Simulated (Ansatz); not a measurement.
Single point in Ansatz 0.2.0 with r2SCAN, no spin polarisation. Cutoff 500 eV, PAW datasets, 11×11×6 Γ-centred k mesh, fermi-dirac filling (width 0.1 eV).

Computed maps in the lattice plane spanned by b (left to right, 2.94 Å, 9 points from zero) and c (bottom to top, 5.61 Å, 17 points from zero), 90° apart, at height 0.500 along a. The fields are smooth PAW ones with compensation charges, not the true ones near nuclei.

Valence density. Digits on a logarithmic scale: 0 up to 0.03 e/Å³, each further digit a factor of 1.6, 9 from 1.3 e/Å³ up:
```
555555555
556677665
557999975
567999976
568999986
457999975
345788754
234666643
234666643
345788754
457999975
568999986
567999976
557999975
556677665
555555555
555555555
```

ELF. Ten even steps from '0' (0.07) to '9' (0.68):
```
334544543
347777774
468755786
478511587
479522597
269855896
038999983
014799741
014799741
038999983
269855896
479522597
478511587
468755786
347777774
334544543
333322333
```

Problem. The cell is FeAs$_{2}$. Which atoms lie within 0.2 Å of this plane, and where (fractions of b and c)?

Solution. As at (0.50, 0.27), As at (0.50, 0.73). The whole cell:
```
Fe As
1.0
     2.93533    0.00000    0.00000
     0.00000    2.93533    0.00000
     0.00000    0.00000    5.60819
Fe As
1 2
Cartesian
  0.0000 0.0000 0.0000
  1.4677 1.4677 1.5142
  1.4677 1.4677 4.0940
```

Origin: a known structure type with other elements, at an estimated volume, so it need not be a known compound. Caveats: no spin polarisation, so a magnetic state may lie lower; atoms or cell far from equilibrium.
